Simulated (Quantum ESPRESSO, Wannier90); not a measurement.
**Tight-binding from DFT: SnPbSe$_{2}$ (R-3m)**

```xyz
4
Lattice="-2.1573 3.7366 0.0000 -4.3146 0.0000 0.0000 -2.1573 1.2455 7.0447" Properties=species:S:1:pos:R:3 pbc="T T T"
Sn    -4.3146     2.4910     3.5224
Pb     0.0000     0.0000     0.0000
Se    -2.1573     1.2455     1.8152
Se     2.1573    -1.2455    -1.8152
```

Materials Project entry mp-1218938; symmetrised, unrelaxed at this level. Not found in the COD (Crystallography Open Database) copy used; not checked further. Method: PBEsol plane waves in Quantum ESPRESSO 7.5 (PseudoDojo norm-conserving files, 69 Ry, spinors with spin-orbit coupling), Bloch states on a 4×4×4 mesh through Γ, Wannier90 4.0.1. Density: 8×8×8 mesh, Gaussian smearing 0.01 Ry.

A tight-binding model is made by disentanglement and projection with no localisation steps (num_iter = 0), so the 32 orbitals stay atom-like: hydrogen-like Sn: s;p; Pb: s;p; Se: s;p, axes along x, y, z; frozen window up to 4.58 eV relative to the valence-band maximum. It follows pw.x to 15 meV rms for states up to 1.3 eV relative to the valence-band maximum. Matrix elements depend on this choice of orbitals and windows.

The 30 largest hoppings ⟨m,0|H|n,R⟩ between different sites (one of each Hermitian pair; signs follow the real orbitals' lobes; the list may end inside a set of equal values):

| m | n | R | distance of the centres (Å) | t (eV) | Im t (eV) |
|---|---|---|---|---|---|
| Sn1 py↓ | Se3 py↓ | 1 0 0 | 3.02 | 1.132 | 0.000 |
| Sn1 py↑ | Se3 py↑ | 1 0 0 | 3.03 | 1.131 | 0.000 |
| Sn1 py↑ | Se4 py↑ | 0 1 1 | 3.03 | 1.131 | 0.000 |
| Sn1 py↓ | Se4 py↓ | 0 1 1 | 3.03 | 1.131 | 0.000 |
| Sn1 py↑ | Se3 pz↑ | 1 0 0 | 3.03 | -1.086 | 0.000 |
| Sn1 py↓ | Se4 pz↓ | 0 1 1 | 3.03 | -1.086 | 0.000 |
| Sn1 py↓ | Se3 pz↓ | 1 0 0 | 3.01 | -1.086 | 0.000 |
| Sn1 py↑ | Se4 pz↑ | 0 1 1 | 3.02 | -1.086 | 0.000 |
| Sn1 pz↓ | Se4 py↓ | 0 1 1 | 3.03 | -1.073 | 0.000 |
| Sn1 pz↑ | Se3 py↑ | 1 0 0 | 3.03 | -1.072 | 0.000 |
| Sn1 pz↑ | Se4 py↑ | 0 1 1 | 3.03 | -1.072 | 0.000 |
| Sn1 pz↓ | Se3 py↓ | 1 0 0 | 3.02 | -1.072 | 0.000 |
| Pb2 pz↓ | Se4 py↓ | 1 0 0 | 3.06 | -1.039 | 0.000 |
| Se3 py↑ | Pb2 pz↑ | 1 0 0 | 3.08 | -1.039 | 0.000 |
| Pb2 pz↑ | Se4 py↑ | 1 0 0 | 3.07 | -1.039 | 0.000 |
| Se3 py↓ | Pb2 pz↓ | 1 0 0 | 3.08 | -1.039 | 0.000 |
| Se3 pz↑ | Pb2 py↑ | 1 0 0 | 3.08 | -1.034 | 0.000 |
| Se3 pz↓ | Pb2 py↓ | 1 0 0 | 3.10 | -1.033 | 0.001 |
| Pb2 py↓ | Se4 pz↓ | 1 0 0 | 3.06 | -1.033 | 0.001 |
| Pb2 py↑ | Se4 pz↑ | 1 0 0 | 3.08 | -1.033 | 0.000 |
| Se3 py↓ | Pb2 py↓ | 1 0 0 | 3.09 | 1.026 | 0.000 |
| Se3 py↑ | Pb2 py↑ | 1 0 0 | 3.07 | 1.026 | 0.000 |
| Pb2 py↑ | Se4 py↑ | 1 0 0 | 3.08 | 1.026 | 0.000 |
| Pb2 py↓ | Se4 py↓ | 1 0 0 | 3.06 | 1.026 | 0.000 |
| Sn1 s↑ | Se3 py↑ | 1 0 0 | 3.03 | 1.004 | 0.000 |
| Sn1 s↓ | Se3 py↓ | 1 0 0 | 3.03 | 1.004 | 0.000 |
| Sn1 s↓ | Se4 py↓ | 0 1 1 | 3.03 | -1.004 | 0.000 |
| Sn1 s↑ | Se4 py↑ | 0 1 1 | 3.03 | -1.003 | 0.000 |
| Sn1 px↑ | Se4 pz↑ | 1 1 1 | 3.03 | -0.941 | -0.001 |
| Sn1 px↓ | Se4 pz↓ | 1 1 1 | 3.01 | -0.941 | 0.001 |
